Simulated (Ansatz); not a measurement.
Relaxed BaTiO₃ (tetragonal-perovskite type, space group P4mm):

```xyz
5
Lattice="3.9555 0.0000 0.0000 0.0000 3.9555 0.0000 0.0000 0.0000 4.0461" Properties=species:S:1:pos:R:3 pbc="T T T"
Ti     1.9777     1.9777     1.8090
Ba     0.0000     0.0000     3.7706
O      1.9777     1.9777     3.6488
O      1.9777     0.0000     1.6693
O      0.0000     1.9777     1.6693
```

Scan: atom 4 (O, nearest neighbour Ti at 1.983 Å; its periodic images, 4.0 Å or more away, move with it) is displaced towards the nearest neighbour, direction (0.000, -0.998, 0.070) in Cartesian axes, by s. The other atoms stay.

Calculation: PBEsol (plane waves to 420 eV, PAW, scalar-relativistic; Ansatz, a quantum-chemistry and plane-wave program). k mesh 7×7×7 (Γ-centred), Fermi-Dirac smearing 0.05 eV. Energies are smeared free energies. Left out: 4 of 11 points, with atoms too close for the PAW data. BaTiO3 is run without spin polarisation. BaTiO3 was relaxed with its symmetry unable to fall. The PAW data are Ansatz's earlier set. The zero of ΔE is the undisplaced structure.

| s (Å) | ΔE (meV/cell) |
|---|---|
| -0.240 | 265.9 |
| -0.160 | 101.5 |
| -0.080 | 22.9 |
| 0.000 | 0.0 |
| 0.080 | 23.0 |
| 0.160 | 102.9 |
| 0.240 | 271.0 |

What force constant k = d²E/ds² at s = 0 does the table give?

6.9 eV/Å². It is the second difference of the nearest points, corrected with the next pair.

With k = 6.91 eV/Å² from the forces, is the well harmonic out to s = 0.240 Å?

½ks² = 199.0 meV/cell against the computed 271.0 meV/cell, so the well is stiffer than harmonic there.

(A displaced cell: forces are minus the slopes of the energy, force constants its curvatures, and phonons follow from these.)
